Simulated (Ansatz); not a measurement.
Data:

NaIn:
```yaml
crystal:
  lattice:
    - [0.00000, 3.65597, 3.65597]
    - [3.65597, 0.00000, 3.65597]
    - [3.65597, 3.65597, 0.00000]
  atoms:
    - { symbol: In, position: [0.50000, 0.50000, 0.50000] }
    - { symbol: In, position: [0.75000, 0.75000, 0.75000] }
    - { symbol: Na, position: [0.00000, 0.00000, 0.00000] }
    - { symbol: Na, position: [0.25000, 0.25000, 0.25000] }
```

This is the PBEsol-relaxed structure.

Problem. All from the program Ansatz at the PBEsol level (PAW), unless another level is named. Estimate the density of states at the Fermi level.

Solution. 0.20 states/eV per atom (mean over ±0.08 eV).

Problem. Next, the formation energy from the elements (no fitted shifts)?

Solution. -0.16 eV/atom.

Space group Fd-3m. The workflow started from an entry of the Crystallography Open Database (COD). Whether it is the stable phase at ambient conditions was not checked. Symmetry was held in the PBEsol relaxation; its stability against distortions is not shown here. The references are the lowest solids computed at this level, not always the standard phases. Scalar-relativistic: spin–orbit coupling is off unless named, which matters more the heavier the elements.

Potentials: the later of the program's two PAW sets.
